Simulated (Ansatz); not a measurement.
Y (hcp (Mg type), space group No. 194) is relaxed with the program Ansatz at the PBEsol level (PAW). What lattice parameters of the conventional cell result?

a = 3.600 Å, c = 5.579 Å.

Space group P6_3/mmc (hcp (Mg type)). The PBEsol relaxation kept the symmetry of its start. The workflow began spin-polarised and lost its moments. Axis ratios of metals converge slowly with the k-mesh, so a and c are less sure than the volume.

Potentials: the earlier of the program's two PAW sets. The files were generated under PBE; for other functionals the program regenerates the frozen cores, and for LDA and PBEsol the local potential too.
